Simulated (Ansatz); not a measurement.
Ru (hcp, Mg type)

```
Ru
1.0
    2.70581     0.00000     0.00000
   -1.35291     2.34330     0.00000
    0.00000     0.00000     4.26228
Ru
2
Cartesian
  0.00000   1.56220   3.19671
  1.35291   0.78110   1.06557
```

In each cell atom 1 (Ru, nearest neighbour Ru at 2.642 Å; its periodic images, 2.7 Å or more away, move with it) moves by s·(0.000, 0.591, 0.807) (towards the nearest neighbour), the rest being held.

All values below come from r2SCAN (plane waves to 500 eV, PAW, scalar-relativistic; Ansatz, a first-principles code). k mesh 16×16×9 (Γ-centred), Fermi-Dirac smearing 0.05 eV. Compression counts positive. Left out: 1 of 11 points, with atoms too close for the PAW data. With partly filled bands, energies and forces of such displacements shift with the k mesh and the smearing. Ru is run without spin polarisation. Ru was relaxed with its symmetry unable to fall. The PAW data are Ansatz's earlier set. 

| s (Å) | P (GPa) |
|---|---|
| -0.530 | (withheld) |
| -0.424 | (withheld) |
| -0.318 | 14.7 |
| -0.212 | (withheld) |
| -0.106 | 1.5 |
| 0.000 | -0.1 |
| 0.106 | 1.5 |
| 0.212 | (withheld) |
| 0.318 | 14.9 |
| 0.424 | 27.2 |

Question: Some entries are withheld; supply them.

Answer: 
- -0.530, P (GPa): 42.1
- -0.424, P (GPa): 26.5
- -0.212, P (GPa): 6.4
- 0.212, P (GPa): 6.4

(A displaced cell: forces are minus the slopes of the energy, force constants its curvatures, and phonons follow from these.)
